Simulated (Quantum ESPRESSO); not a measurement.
# Al3ZnON3: input and log of a self-consistent run

A calculation, not a measurement. The program is pw.x of Quantum ESPRESSO 7.5 (plane-wave density functional theory). The cell is made up: 8 atoms on a wurtzite lattice, with randomly drawn elements, strain and displacements, not relaxed. PseudoDojo standard norm-conserving files (v0.5 for PBE, v0.4.1 for LDA and PBEsol) set the functional; there is no spin polarisation, spin-orbit coupling or dispersion term, and the masses in the input are unused placeholders.

Input:

```
&control calculation='scf', pseudo_dir='./dojo.nc.sr.pbe.v0_5.standard.upf', outdir='./o', disk_io='low', tprnfor=.true., tstress=.true. /
&system ibrav=0, nat=8, ntyp=4, nbnd=31, ecutwfc=84.00895049, nosym=.true., tot_charge=0,
 occupations='smearing', smearing='fd', degauss=0.0018374661
/
&electrons conv_thr=7.350e-09, electron_maxstep=60, /
ATOMIC_SPECIES
Al 1.0 Al.upf
N 1.0 N.upf
O 1.0 O.upf
Zn 1.0 Zn.upf
CELL_PARAMETERS angstrom
3.2069 0.0342 0.0226
0.0593 5.4969 -0.022
0.0369 -0.0207 5.1481
ATOMIC_POSITIONS angstrom
Al -0.013 -0.0292 -0.0264
Al 1.6735 2.6988 -0.0416
Zn 1.6112 0.9125 2.5552
Al 0.0744 3.6401 2.5892
O -0.0502 0.0482 1.8609
N 1.6123 2.7397 1.8571
N 1.6385 0.8322 4.4429
N 0.1216 3.6178 4.5216
K_POINTS automatic
5 4 4 1 1 1
```

The log is shortened where brackets say so; the opening notice, blank lines, dates and the lines on written files are dropped, and the path of the files is cut. It prints rydbergs, bohrs and kilobars, and counts compression as positive stress. With no partly filled state, the Fermi energy that it prints is only some level between the filled and the empty states on the mesh, and need not lie in the true gap.

```
     Program PWSCF v.7.5
     Parallel version (MPI & OpenMP), running on       4 processor cores
     Number of MPI processes:                 4
     Threads/MPI process:                     1
     [start-up lines left out]
     bravais-lattice index     =            0
     lattice parameter (alat)  =       6.0607  a.u.
     unit-cell volume          =     612.3048 (a.u.)^3
     number of atoms/cell      =            8
     number of atomic types    =            4
     number of electrons       =        50.00
     number of Kohn-Sham states=           31
     kinetic-energy cutoff     =      84.0090  Ry
     charge density cutoff     =     336.0358  Ry
     scf convergence threshold =      7.3E-09
     mixing beta               =       0.7000
     number of iterations used =            8  plain     mixing
     Exchange-correlation= PBE
                           (   1   4   3   4   0   0   0)
     [axes and pseudopotential details left out]
   Cartesian axes
     site n.     atom                  positions (alat units)
         1        Al     tau(   1) = (  -0.0040534  -0.0091046  -0.0082316  )
         2        Al     tau(   2) = (   0.5218009   0.8414916  -0.0129710  )
         3        Zn     tau(   3) = (   0.5023756   0.2845195   0.7967169  )
         4        Al     tau(   4) = (   0.0231981   1.1349910   0.8073181  )
         5        O      tau(   5) = (  -0.0156525   0.0150289   0.5802326  )
         6        N      tau(   6) = (   0.5027186   0.8542443   0.5790478  )
         7        N      tau(   7) = (   0.5108878   0.2594817   1.3853058  )
         8        N      tau(   8) = (   0.0379151   1.1280378   1.4098446  )
     number of k points=    40  Fermi-Dirac smearing, width (Ry)=  0.0018
                       cart. coord. in units 2pi/alat
        k(    1) = (   0.0986926   0.0721765   0.0774553), wk =   0.0500000
        k(    2) = (   0.0975882   0.0728117   0.2332107), wk =   0.0500000
     [further k points left out]
     Dense  grid:    63755 G-vectors     FFT dimensions: (  36,  64,  60)
     Estimated max dynamical RAM per process >     117.69 MB
     Estimated total dynamical RAM >     424.06 MB
     Initial potential from superposition of free atoms
     starting charge      49.9925, renormalised to      50.0000
     Starting wfcs are   38 randomized atomic wfcs
     total cpu time spent up to now is        1.9 secs
     per-process dynamical memory:    87.3 Mb
     Self-consistent Calculation
     iteration #  1     ecut=    84.01 Ry     beta= 0.70
     Davidson diagonalization with overlap
     ethr =  1.00E-02,  avg # of iterations =  3.3
     total cpu time spent up to now is        4.4 secs
     total energy              =    -526.89723956 Ry
     estimated scf accuracy    <       2.27438976 Ry
     iteration #  2     ecut=    84.01 Ry     beta= 0.70
     Davidson diagonalization with overlap
     ethr =  4.55E-03,  avg # of iterations =  2.8
     total cpu time spent up to now is        6.8 secs
     total energy              =    -527.55592844 Ry
     estimated scf accuracy    <       2.10473861 Ry
     iteration #  3     ecut=    84.01 Ry     beta= 0.70
     Davidson diagonalization with overlap
     ethr =  4.21E-03,  avg # of iterations =  2.0
     total cpu time spent up to now is        8.9 secs
     total energy              =    -527.90064132 Ry
     estimated scf accuracy    <       0.03688042 Ry
     iteration #  4     ecut=    84.01 Ry     beta= 0.70
     Davidson diagonalization with overlap
     ethr =  7.38E-05,  avg # of iterations =  8.6
     total cpu time spent up to now is       12.0 secs
     total energy              =    -527.91990419 Ry
     estimated scf accuracy    <       0.01238515 Ry
     iteration #  5     ecut=    84.01 Ry     beta= 0.70
     Davidson diagonalization with overlap
     ethr =  2.48E-05,  avg # of iterations =  3.1
     total cpu time spent up to now is       14.3 secs
     total energy              =    -527.92080150 Ry
     estimated scf accuracy    <       0.00542936 Ry
     [iterations 6 to 7 left out]
     iteration #  8     ecut=    84.01 Ry     beta= 0.70
     Davidson diagonalization with overlap
     ethr =  1.22E-07,  avg # of iterations =  3.1
     total cpu time spent up to now is       21.1 secs
     total energy              =    -527.92093109 Ry
     estimated scf accuracy    <       0.00000669 Ry
     iteration #  9     ecut=    84.01 Ry     beta= 0.70
     Davidson diagonalization with overlap
     ethr =  1.34E-08,  avg # of iterations =  2.1
     total cpu time spent up to now is       23.2 secs
     total energy              =    -527.92093190 Ry
     estimated scf accuracy    <       0.00000198 Ry
     iteration # 10     ecut=    84.01 Ry     beta= 0.70
     Davidson diagonalization with overlap
     ethr =  3.95E-09,  avg # of iterations =  2.0
     total cpu time spent up to now is       25.3 secs
     total energy              =    -527.92093231 Ry
     estimated scf accuracy    <       0.00000003 Ry
     iteration # 11     ecut=    84.01 Ry     beta= 0.70
     Davidson diagonalization with overlap
     ethr =  6.53E-11,  avg # of iterations =  4.0
     total cpu time spent up to now is       28.0 secs
     total energy              =    -527.92093233 Ry
     estimated scf accuracy    <       0.00000003 Ry
     iteration # 12     ecut=    84.01 Ry     beta= 0.70
     Davidson diagonalization with overlap
     ethr =  6.49E-11,  avg # of iterations =  2.0
     total cpu time spent up to now is       29.9 secs
     End of self-consistent calculation
          k = 0.0987 0.0722 0.0775 (  7961 PWs)   bands (ev):
  -115.9386 -70.1517 -70.1397 -70.1210 -10.8740  -6.6324  -5.3925  -5.0308
     1.3134   1.5590   1.7922   2.3692   2.7183   2.8450   3.0524   3.5541
     4.0861   5.0342   5.8514   6.0753   6.4231   6.5366   6.8327   7.3079
     7.4118  10.8568  12.7337  13.7514  14.0833  14.8503  16.3714
     [levels at the other k points left out]
     the Fermi energy is     8.4454 ev
!    total energy              =    -527.92093232 Ry
     estimated scf accuracy    <          6.8E-09 Ry
     smearing contrib. (-TS)   =       0.00000000 Ry
     internal energy E=F+TS    =    -527.92093232 Ry
     The total energy is F=E-TS. E is the sum of the following terms:
     one-electron contribution =    -451.86078032 Ry
     hartree contribution      =     248.91810346 Ry
     xc contribution           =     -78.59561858 Ry
     ewald contribution        =    -246.38263689 Ry
     convergence has been achieved in  12 iterations
     Forces acting on atoms (cartesian axes, Ry/au):
     atom    1 type  1   force =     0.00640956    0.01175054   -0.02273828
     atom    2 type  1   force =    -0.00384212   -0.00117429   -0.00041439
     atom    3 type  4   force =    -0.02940346    0.04165669    0.00354591
     atom    4 type  1   force =    -0.01795070   -0.02842701   -0.04282870
     atom    5 type  3   force =     0.03866798   -0.11641187   -0.04880168
     atom    6 type  2   force =     0.02362457    0.09090934    0.02011934
     atom    7 type  2   force =    -0.00117188    0.00034113    0.11709784
     atom    8 type  2   force =    -0.01633396    0.00135547   -0.02598005
     Total force =     0.218180     Total SCF correction =     0.000058
     Computing stress (Cartesian axis) and pressure
          total   stress  (Ry/bohr**3)                   (kbar)     P=      -47.08
  -0.00034392  -0.00027806  -0.00013897          -50.59      -40.90      -20.44
  -0.00027806  -0.00045366  -0.00000673          -40.90      -66.74       -0.99
  -0.00013897  -0.00000673  -0.00016255          -20.44       -0.99      -23.91
     init_run     :      1.80s CPU      1.86s WALL (       1 calls)
     electrons    :     27.76s CPU     27.95s WALL (       1 calls)
     forces       :      0.43s CPU      0.43s WALL (       1 calls)
     stress       :      1.40s CPU      1.40s WALL (       1 calls)
     [timing details left out]
     PWSCF        :     31.49s CPU     31.77s WALL
     JOB DONE.
```

In other units: free energy -7182.730 eV for the cell, pressure -4.71 GPa, largest force component 3.011 eV/Å. A rerun of this cell at 1437 eV and a 7 x 6 x 6 mesh moved values by no more than 0.002 eV in energy, 0.04 GPa in stress and 0.003 eV/Å in force.